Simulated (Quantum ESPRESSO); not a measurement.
## BSi3C3N (finding a planted mistake in a log)

Computed values, not a measurement. The program is pw.x of Quantum ESPRESSO 7.5 (plane-wave density functional theory). The cell is made up: 8 atoms on a wurtzite lattice, with randomly drawn elements, strain and displacements, not relaxed. PseudoDojo standard norm-conserving files (v0.5 for PBE, v0.4.1 for LDA and PBEsol) set the functional; there is no spin polarisation, spin-orbit coupling or dispersion term, and the masses in the input are unused placeholders.

Intended input:

```
&control calculation='scf', pseudo_dir='./dojo.nc.sr.pbe.v0_5.standard.upf', outdir='./o', disk_io='low', tprnfor=.true., tstress=.true. /
&system ibrav=0, nat=8, ntyp=4, nbnd=22, ecutwfc=84.00895049, nosym=.true., tot_charge=0,
 occupations='smearing', smearing='fd', degauss=0.0018374661
/
&electrons conv_thr=7.350e-09, electron_maxstep=60, /
ATOMIC_SPECIES
B 1.0 B.upf
C 1.0 C.upf
N 1.0 N.upf
Si 1.0 Si.upf
CELL_PARAMETERS angstrom
3.058 0.0214 0.0039
0.0371 5.2681 0.007
0.0063 0.0066 4.9137
ATOMIC_POSITIONS angstrom
B -0.0051 0.0666 -0.0802
Si 1.5535 2.5836 0.0491
Si 1.5479 0.821 2.4791
Si 0.029 3.5741 2.4156
C -0.0852 0.1438 1.8398
C 1.5737 2.7393 1.7371
N 1.4948 0.9501 4.3292
C 0.1303 3.5293 4.3228
K_POINTS automatic
6 4 4 1 1 1
```

The log is shortened where brackets say so; the opening notice, blank lines, dates and the lines on written files are dropped, and the path of the files is cut. It prints rydbergs, bohrs and kilobars, and counts compression as positive stress. Where no state is partly filled, the Fermi energy that it prints is only some level between the filled and the empty states on the mesh, and need not lie in the true gap.

Log of the intended run:

```
     Program PWSCF v.7.5
     Parallel version (MPI & OpenMP), running on       4 processor cores
     Number of MPI processes:                 4
     Threads/MPI process:                     1
     [start-up lines left out]
     bravais-lattice index     =            0
     lattice parameter (alat)  =       5.7789  a.u.
     unit-cell volume          =     534.1631 (a.u.)^3
     number of atoms/cell      =            8
     number of atomic types    =            4
     number of electrons       =        32.00
     number of Kohn-Sham states=           22
     kinetic-energy cutoff     =      84.0090  Ry
     charge density cutoff     =     336.0358  Ry
     scf convergence threshold =      7.3E-09
     mixing beta               =       0.7000
     number of iterations used =            8  plain     mixing
     Exchange-correlation= PBE
                           (   1   4   3   4   0   0   0)
     [axes and pseudopotential details left out]
   Cartesian axes
     site n.     atom                  positions (alat units)
         1        B      tau(   1) = (  -0.0016677   0.0217784  -0.0262256  )
         2        Si     tau(   2) = (   0.5079989   0.8448446   0.0160558  )
         3        Si     tau(   3) = (   0.5061677   0.2684693   0.8106728  )
         4        Si     tau(   4) = (   0.0094831   1.1687409   0.7899081  )
         5        C      tau(   5) = (  -0.0278606   0.0470230   0.6016198  )
         6        C      tau(   6) = (   0.5146044   0.8957589   0.5680366  )
         7        N      tau(   7) = (   0.4888039   0.3106854   1.4156607  )
         8        C      tau(   8) = (   0.0426085   1.1540911   1.4135679  )
     number of k points=    48  Fermi-Dirac smearing, width (Ry)=  0.0018
                       cart. coord. in units 2pi/alat
        k(    1) = (   0.0827335   0.0718755   0.0775921), wk =   0.0416667
        k(    2) = (   0.0825365   0.0716701   0.2331819), wk =   0.0416667
     [further k points left out]
     Dense  grid:    55497 G-vectors     FFT dimensions: (  36,  60,  60)
     Estimated max dynamical RAM per process >      92.66 MB
     Estimated total dynamical RAM >     330.01 MB
     Initial potential from superposition of free atoms
     starting charge      31.9978, renormalised to      32.0000
     Starting wfcs are   32 randomized atomic wfcs
     total cpu time spent up to now is        1.7 secs
     per-process dynamical memory:    70.5 Mb
     Self-consistent Calculation
     iteration #  1     ecut=    84.01 Ry     beta= 0.70
     Davidson diagonalization with overlap
     ethr =  1.00E-02,  avg # of iterations =  3.0
     total cpu time spent up to now is        3.2 secs
     total energy              =     -87.53645754 Ry
     estimated scf accuracy    <       1.66836448 Ry
     iteration #  2     ecut=    84.01 Ry     beta= 0.70
     Davidson diagonalization with overlap
     ethr =  5.21E-03,  avg # of iterations =  2.0
     total cpu time spent up to now is        4.6 secs
     total energy              =     -88.02232560 Ry
     estimated scf accuracy    <       0.81203293 Ry
     [iterations 3 to 10 left out]
     iteration # 11     ecut=    84.01 Ry     beta= 0.70
     Davidson diagonalization with overlap
     ethr =  1.01E-10,  avg # of iterations =  4.1
     total cpu time spent up to now is       17.8 secs
     total energy              =     -88.16237905 Ry
     estimated scf accuracy    <       0.00000002 Ry
     iteration # 12     ecut=    84.01 Ry     beta= 0.70
     Davidson diagonalization with overlap
     ethr =  6.85E-11,  avg # of iterations =  2.0
     total cpu time spent up to now is       19.1 secs
     End of self-consistent calculation
     [lines on levels left out]
     the Fermi energy is    10.4375 ev
!    total energy              =     -88.16237905 Ry
     estimated scf accuracy    <          9.7E-10 Ry
     smearing contrib. (-TS)   =       0.00000000 Ry
     internal energy E=F+TS    =     -88.16237905 Ry
     The total energy is F=E-TS. E is the sum of the following terms:
     one-electron contribution =      15.75339333 Ry
     hartree contribution      =      12.20506002 Ry
     xc contribution           =     -31.00254545 Ry
     ewald contribution        =     -85.11828695 Ry
     convergence has been achieved in  12 iterations
     Forces acting on atoms (cartesian axes, Ry/au):
     atom    1 type  1   force =     0.00240722   -0.05840159    0.07768398
     atom    2 type  4   force =     0.04740760    0.10774777   -0.12854465
     atom    3 type  4   force =    -0.12865486    0.15021262    0.00281101
     atom    4 type  4   force =     0.01079203   -0.00605668    0.00270280
     atom    5 type  2   force =     0.14535832   -0.10216944   -0.09472861
     atom    6 type  2   force =    -0.01213449   -0.05605997    0.19227480
     atom    7 type  3   force =     0.00958561   -0.10843512   -0.02118643
     atom    8 type  2   force =    -0.07476144    0.07316241   -0.03101291
     Total force =     0.429092     Total SCF correction =     0.000018
     Computing stress (Cartesian axis) and pressure
          total   stress  (Ry/bohr**3)                   (kbar)     P=      -41.95
  -0.00030491  -0.00051217  -0.00008961          -44.85      -75.34      -13.18
  -0.00051217  -0.00091808   0.00027538          -75.34     -135.05       40.51
  -0.00008961   0.00027538   0.00036749          -13.18       40.51       54.06
     init_run     :      1.57s CPU      1.60s WALL (       1 calls)
     electrons    :     17.31s CPU     17.39s WALL (       1 calls)
     forces       :      0.29s CPU      0.31s WALL (       1 calls)
     stress       :      0.99s CPU      1.00s WALL (       1 calls)
     [timing details left out]
     PWSCF        :     20.25s CPU     20.40s WALL
     JOB DONE.
```

A second run was made from an input with one planted mistake. Its log:

```
     Program PWSCF v.7.5
     Parallel version (MPI & OpenMP), running on       4 processor cores
     Number of MPI processes:                 4
     Threads/MPI process:                     1
     [start-up lines left out]
     bravais-lattice index     =            0
     lattice parameter (alat)  =       5.7789  a.u.
     unit-cell volume          =     534.1631 (a.u.)^3
     number of atoms/cell      =            8
     number of atomic types    =            4
     number of electrons       =        32.00
     number of Kohn-Sham states=           22
     kinetic-energy cutoff     =      84.0090  Ry
     charge density cutoff     =     336.0358  Ry
     scf convergence threshold =      7.3E-09
     mixing beta               =       0.7000
     number of iterations used =            8  plain     mixing
     Exchange-correlation= PBE
                           (   1   4   3   4   0   0   0)
     [axes and pseudopotential details left out]
   Cartesian axes
     site n.     atom                  positions (alat units)
         1        C      tau(   1) = (  -0.0016677   0.0217784  -0.0262256  )
         2        Si     tau(   2) = (   0.5079989   0.8448446   0.0160558  )
         3        Si     tau(   3) = (   0.5061677   0.2684693   0.8106728  )
         4        Si     tau(   4) = (   0.0094831   1.1687409   0.7899081  )
         5        C      tau(   5) = (  -0.0278606   0.0470230   0.6016198  )
         6        C      tau(   6) = (   0.5146044   0.8957589   0.5680366  )
         7        N      tau(   7) = (   0.4888039   0.3106854   1.4156607  )
         8        B      tau(   8) = (   0.0426085   1.1540911   1.4135679  )
     number of k points=    48  Fermi-Dirac smearing, width (Ry)=  0.0018
                       cart. coord. in units 2pi/alat
        k(    1) = (   0.0827335   0.0718755   0.0775921), wk =   0.0416667
        k(    2) = (   0.0825365   0.0716701   0.2331819), wk =   0.0416667
     [further k points left out]
     Dense  grid:    55497 G-vectors     FFT dimensions: (  36,  60,  60)
     Estimated max dynamical RAM per process >      92.66 MB
     Estimated total dynamical RAM >     330.01 MB
     Initial potential from superposition of free atoms
     starting charge      31.9978, renormalised to      32.0000
     Starting wfcs are   32 randomized atomic wfcs
     total cpu time spent up to now is        1.7 secs
     per-process dynamical memory:    70.5 Mb
     Self-consistent Calculation
     iteration #  1     ecut=    84.01 Ry     beta= 0.70
     Davidson diagonalization with overlap
     ethr =  1.00E-02,  avg # of iterations =  3.0
     total cpu time spent up to now is        3.2 secs
     total energy              =     -87.10373889 Ry
     estimated scf accuracy    <       1.71634996 Ry
     iteration #  2     ecut=    84.01 Ry     beta= 0.70
     Davidson diagonalization with overlap
     ethr =  5.36E-03,  avg # of iterations =  2.0
     total cpu time spent up to now is        4.6 secs
     total energy              =     -86.63330348 Ry
     estimated scf accuracy    <       5.15629428 Ry
     [iterations 3 to 11 left out]
     iteration # 12     ecut=    84.01 Ry     beta= 0.70
     Davidson diagonalization with overlap
     ethr =  3.12E-10,  avg # of iterations =  4.0
     total cpu time spent up to now is       18.0 secs
     total energy              =     -87.80893863 Ry
     estimated scf accuracy    <       0.00000005 Ry
     iteration # 13     ecut=    84.01 Ry     beta= 0.70
     Davidson diagonalization with overlap
     ethr =  1.47E-10,  avg # of iterations =  2.0
     total cpu time spent up to now is       19.1 secs
     End of self-consistent calculation
     [lines on levels left out]
     the Fermi energy is     9.9043 ev
!    total energy              =     -87.80893864 Ry
     estimated scf accuracy    <          1.7E-09 Ry
     smearing contrib. (-TS)   =      -0.00021817 Ry
     internal energy E=F+TS    =     -87.80872047 Ry
     The total energy is F=E-TS. E is the sum of the following terms:
     one-electron contribution =      15.56785690 Ry
     hartree contribution      =      12.11565552 Ry
     xc contribution           =     -30.85084949 Ry
     ewald contribution        =     -84.64138340 Ry
     convergence has been achieved in  13 iterations
     Forces acting on atoms (cartesian axes, Ry/au):
     atom    1 type  2   force =     0.00839471   -0.05395430    0.08142645
     atom    2 type  4   force =     0.06269786    0.02033770   -0.07066432
     atom    3 type  4   force =    -0.13241169    0.15906729    0.00720289
     atom    4 type  4   force =     0.00346802   -0.00761863   -0.04274908
     atom    5 type  2   force =     0.15165511   -0.10031407   -0.11786786
     atom    6 type  2   force =    -0.00704958   -0.06946267    0.18271927
     atom    7 type  3   force =    -0.00151179   -0.11195292   -0.01450220
     atom    8 type  1   force =    -0.08524264    0.16389761   -0.02556515
     Total force =     0.443260     Total SCF correction =     0.000046
     Computing stress (Cartesian axis) and pressure
          total   stress  (Ry/bohr**3)                   (kbar)     P=       77.20
   0.00080578  -0.00061970   0.00004496          118.53      -91.16        6.61
  -0.00061970  -0.00034505   0.00016778          -91.16      -50.76       24.68
   0.00004496   0.00016778   0.00111369            6.61       24.68      163.83
     init_run     :      1.59s CPU      1.63s WALL (       1 calls)
     electrons    :     17.38s CPU     17.47s WALL (       1 calls)
     forces       :      0.29s CPU      0.30s WALL (       1 calls)
     stress       :      0.96s CPU      0.96s WALL (       1 calls)
     [timing details left out]
     PWSCF        :     20.28s CPU     20.44s WALL
     JOB DONE.
```

Question: what was wrong in the second input?

Answer: two atoms have their elements exchanged. The input lines that differ, file-writing options aside:

```
- B -0.0051 0.0666 -0.0802
+ C -0.0051 0.0666 -0.0802
- C 0.1303 3.5293 4.3228
+ B 0.1303 3.5293 4.3228
```

|  | intended run | run with the mistake |
| --- | --- | --- |
| free energy (eV) | -1199.510 | -1194.701 |
| smearing term -TS (eV) | 0.0000 | -0.0030 |
| pressure (GPa) | -4.19 | 7.72 |
| largest force component (eV/Å) | 4.944 | 4.698 |
| largest change of a force component (eV/Å) |  | 2.333 |
| iterations | 12 | 13 |

For scale, a rerun of the intended cell at 1437 eV and a 8 x 6 x 6 mesh moved values by no more than 0.003 eV in energy, 0.09 GPa in stress and 0.005 eV/Å in force.